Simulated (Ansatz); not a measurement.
ReCl₄: reading a single point

```
Cl Re
1.0
    -4.09362    4.09362    3.69140
     4.09362   -4.09362    3.69140
     4.09362    4.09362   -3.69140
Cl Re
8 2
Direct
  0.36100 0.80400 0.55700
  0.80400 0.74700 0.44300
  0.74700 0.80400 0.94300
  0.80400 0.36100 0.05700
  0.63900 0.19600 0.44300
  0.19600 0.63900 0.94300
  0.25300 0.19600 0.05700
  0.19600 0.25300 0.55700
  0.12500 0.87500 0.25000
  0.87500 0.12500 0.75000
```

The numbers come from plane-wave PAW DFT (Ansatz): PBEsol, no spin polarisation, 420 eV, 5×5×5 Γ-centred k points, tetrahedron occupations. Nothing was relaxed.

(1) Is there a gap?

(2) Where is the largest force?

(3) What does the stress say?

(4) Give the Bader charges.

(5) Is it stable against the elements?

Origin: a known structure type with other elements, at an estimated volume, so it need not be a known compound. Caveats: empty levels are not fully converged; many states at the Fermi level without spin polarisation, so a magnetic state may lie lower; correlation that this level lacks may open a gap in such a compound; atoms or cell far from equilibrium; forces and stress under tetrahedra may miss the slope of the energy.

## Answers

(1) It is a metal, with about 13 states/eV a cell as the mean within 0.25 eV of the Fermi level, mostly Re d (69 %) and Cl p (29 %).

(2) The largest is on Cl2 (and as large on other atoms): 1.71 eV/Å, components (1.36, 0.00, 1.04). It makes 26° with the line to a nearest neighbour, Re10 at 2.57 Å, pointing towards it.

(3) The pressure is -13.2 GPa (compression positive), so with the atoms held at these fractions the cell would first shrink; the forces are large, so a full relaxation may end otherwise. The principal stresses -15.9, -15.9, -7.8 GPa differ, so its shape would change too.

(4) Bader charges in e: Re +1.44, Cl -0.36. In the mean Re gives up most and Cl takes most.

(5) -0.01 eV an atom against the elements' usual phases (free molecules for gases, crystals otherwise, with no correction for O₂ or N₂), too near zero to call. Relaxing would lower it.
